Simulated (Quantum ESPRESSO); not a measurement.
Field gradients of Bi2Se3 from a PBE PAW density (pw.x of a modified build of Quantum ESPRESSO, JTH datasets) with the all-electron reconstruction of Petrilli and co-workers, 20 Ha, k-mesh 6×6×6 through Γ:

```yaml
crystal:
  lattice:
    - [2.09569, 1.20994, 9.97623]
    - [-2.09569, 1.20994, 9.97623]
    - [0.00000, -2.41989, 9.97623]
  atoms:
    - { symbol: Bi, position: [0.39844, 0.39844, 0.39844] }
    - { symbol: Bi, position: [0.60156, 0.60156, 0.60156] }
    - { symbol: Se, position: [0.00000, 0.00000, 0.00000] }
    - { symbol: Se, position: [0.21572, 0.21572, 0.21572] }
    - { symbol: Se, position: [0.78428, 0.78428, 0.78428] }
```
The geometry is a computed Materials Project entry, not a measured one. It is Bi2Se3 in R-3m. Stability against distortions was not tested.

Vzz is the sum of three terms, each taken along its main axis: the smooth valence density, the ions (nucleus and frozen core) with the augmentation charges of all other spheres, and the all-electron minus smooth density in the atom's own sphere. The split hangs on the datasets.  Cores are frozen. Bi, Se had no test against all-electron runs. Spin–orbit coupling is left out, a limit on Bi.

```csv
site,smooth valence density,ions and other spheres,own sphere,Vzz (a.u.)
"Bi (atoms 1, 2)",0.033,-0.033,(withheld),(withheld)
Se1 (atom 3),0.017,0.001,(withheld),(withheld)
"Se2 (atoms 4, 5)",-0.014,0.011,(withheld),(withheld)
```

Q: What belongs in the gaps?

A: 
- Bi (atoms 1, 2), own sphere: 0.050
- Bi (atoms 1, 2), Vzz (a.u.): 0.050
- Se1 (atom 3), own sphere: 0.731
- Se1 (atom 3), Vzz (a.u.): 0.749
- Se2 (atoms 4, 5), own sphere: -0.217
- Se2 (atoms 4, 5), Vzz (a.u.): -0.220
